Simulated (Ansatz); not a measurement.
ScTi3C (anti-perovskite, Pm-3m), a = b = c = 4.262 Å, α = β = γ = 90.00°.

Relaxed with PBEsol.

**Question.** Which orbitals make up the states near the Fermi level in PBEsol in the plane-wave PAW code Ansatz?

**Answer.** Within 0.5 eV of the Fermi level: Ti 3d 65 %, Sc 3d 21 %, outside the projected shells 7 %. Projections are on Löwdin-orthogonalised atomic valence shells; empty p or d shells of many metals are not among them.

**Question.** Tabulate the density of states.

**Answer.** States/eV per cell of 5 atoms, in 0.25 eV bins, energy from the Fermi level.

```tsv
E (eV)	total	Ti 3d	Sc 3d	C 2p
-7.85	0.00	0.00	0.00	0.00
-7.60	0.00	0.00	0.00	0.00
-7.35	0.00	0.00	0.00	0.00
-7.10	0.00	0.00	0.00	0.00
-6.85	0.00	0.00	0.00	0.00
-6.60	0.00	0.00	0.00	0.00
-6.35	0.00	0.00	0.00	0.00
-6.10	0.00	0.00	0.00	0.00
-5.85	0.00	0.00	0.00	0.00
-5.60	0.00	0.00	0.00	0.00
-5.35	0.00	0.00	0.00	0.00
-5.10	0.00	0.00	0.00	0.00
-4.85	0.00	0.00	0.00	0.00
-4.60	0.56	0.21	0.03	0.25
-4.35	4.41	1.00	0.10	1.86
-4.10	4.16	0.88	0.08	1.47
-3.85	2.32	0.56	0.05	0.90
-3.60	1.41	0.43	0.04	0.68
-3.35	1.52	0.46	0.04	0.73
-3.10	1.83	0.57	0.06	0.87
-2.85	2.33	0.76	0.08	1.06
-2.60	2.84	1.01	0.13	1.29
-2.35	3.85	1.50	0.24	1.48
-2.10	5.44	2.45	0.34	1.11
-1.85	1.78	0.82	0.13	0.23
-1.60	3.18	1.76	0.56	0.43
-1.35	3.05	1.76	0.62	0.14
-1.10	3.99	2.34	0.88	0.12
-0.85	5.12	3.11	0.92	0.22
-0.60	5.46	3.66	0.77	0.33
-0.35	8.58	6.43	1.05	0.36
-0.10	6.92	4.74	1.43	0.14
0.15	6.99	3.91	2.05	0.12
0.40	4.14	2.12	1.24	0.05
0.65	3.31	2.30	0.75	0.03
0.90	5.92	4.86	0.68	0.05
1.15	4.65	3.51	0.81	0.04
1.40	6.61	4.96	1.39	0.04
1.65	7.53	6.17	1.11	0.06
1.90	6.05	5.20	0.64	0.04
2.15	3.34	2.93	0.28	0.02
2.40	2.82	1.85	0.81	0.08
2.65	4.17	2.18	1.59	0.21
```

The start of the workflow was typed in or built on a structure type; neither database checked (COD, Materials Project) lists it. Whether it is the stable phase at ambient conditions was not checked. The PBEsol relaxation kept the symmetry of its start; its stability against distortions is not shown here. No spin polarisation was allowed.

Potentials: the earlier of the program's two PAW sets. The files were generated under PBE; for other functionals the program regenerates the frozen cores, and for LDA and PBEsol the local potential too.
